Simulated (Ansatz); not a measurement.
MgSe:
```cif
data_Mg4Se4
_chemical_formula_sum 'Se4 Mg4'
_space_group_name_H-M_alt 'Fm-3m'
_space_group_IT_number 225
_space_group_name_Hall '-F 4 2 3'
_cell_length_a 5.39162
_cell_length_b 5.39162
_cell_length_c 5.39162
_cell_angle_alpha 90.000
_cell_angle_beta 90.000
_cell_angle_gamma 90.000
loop_
_atom_site_label
_atom_site_type_symbol
_atom_site_symmetry_multiplicity
_atom_site_Wyckoff_symbol
_atom_site_fract_x
_atom_site_fract_y
_atom_site_fract_z
_atom_site_occupancy
Se1 Se 4 a 0.00000 0.00000 0.00000 1
Mg1 Mg 4 b 0.50000 0.50000 0.50000 1
```
(The calculation used a cell of 2 atoms; values per cell refer to that cell.)

Relaxed with LDA.

Which orbitals make up the states near the band edges in LDA (plane waves, PAW; program Ansatz)?

Top 1 eV of the valence band: Se 4p 97 %. Bottom 1 eV of the conduction band: Mg 3s 78 %, Se 4p 8 %, outside the projected shells 10 %. Projections are on Löwdin-orthogonalised atomic valence shells; empty p or d shells of many metals are not among them.

Tabulate the density of states.

States/eV per cell of 2 atoms, in 0.25 eV bins, energy from the valence-band maximum.

```tsv
E (eV)	total	Se 4p	Mg 3s	Se 4s
-7.85	0.00	0.00	0.00	0.00
-7.60	0.00	0.00	0.00	0.00
-7.35	0.00	0.00	0.00	0.00
-7.10	0.00	0.00	0.00	0.00
-6.85	0.00	0.00	0.00	0.00
-6.60	0.00	0.00	0.00	0.00
-6.35	0.00	0.00	0.00	0.00
-6.10	0.00	0.00	0.00	0.00
-5.85	0.00	0.00	0.00	0.00
-5.60	0.00	0.00	0.00	0.00
-5.35	0.00	0.00	0.00	0.00
-5.10	0.12	0.09	0.03	0.00
-4.85	0.46	0.34	0.11	0.01
-4.60	0.72	0.54	0.16	0.01
-4.35	1.39	1.13	0.22	0.03
-4.10	2.54	2.11	0.34	0.07
-3.85	0.99	0.80	0.13	0.04
-3.60	0.46	0.35	0.07	0.04
-3.35	0.72	0.61	0.06	0.03
-3.10	0.88	0.77	0.06	0.03
-2.85	0.89	0.79	0.05	0.02
-2.60	0.96	0.87	0.04	0.02
-2.35	1.10	0.99	0.06	0.02
-2.10	1.32	1.20	0.06	0.01
-1.85	1.72	1.59	0.06	0.01
-1.60	1.75	1.64	0.04	0.01
-1.35	1.74	1.64	0.03	0.01
-1.10	1.74	1.66	0.01	0.00
-0.85	1.79	1.73	0.01	0.00
-0.60	1.47	1.44	0.00	0.00
-0.35	0.87	0.85	0.00	0.00
-0.10	0.36	0.35	0.00	0.00
0.15	0.00	0.00	0.00	0.00
0.40	0.00	0.00	0.00	0.00
0.65	0.00	0.00	0.00	0.00
0.90	0.00	0.00	0.00	0.00
1.15	0.00	0.00	0.00	0.00
1.40	0.00	0.00	0.00	0.00
1.65	0.00	0.00	0.00	0.00
1.90	0.04	0.00	0.03	0.00
2.15	0.10	0.01	0.09	0.00
2.40	0.15	0.01	0.12	0.01
2.65	0.22	0.02	0.16	0.01
2.90	0.28	0.03	0.19	0.01
3.15	0.36	0.04	0.22	0.01
3.40	0.45	0.06	0.26	0.02
3.65	0.54	0.07	0.29	0.02
3.90	0.76	0.10	0.34	0.03
4.15	1.28	0.15	0.46	0.05
4.40	2.01	0.23	0.68	0.07
4.65	1.51	0.15	0.41	0.07
4.90	0.72	0.05	0.13	0.02
5.15	0.55	0.03	0.07	0.01
5.40	0.62	0.03	0.07	0.00
5.65	1.42	0.08	0.14	0.01
5.90	1.71	0.08	0.11	0.01
6.15	1.26	0.06	0.10	0.01
6.40	1.20	0.05	0.09	0.00
```

The LDA relaxation kept the symmetry of its start. Spin–orbit coupling is left out wherever it is not named.

Potentials: the later of the program's two PAW sets.
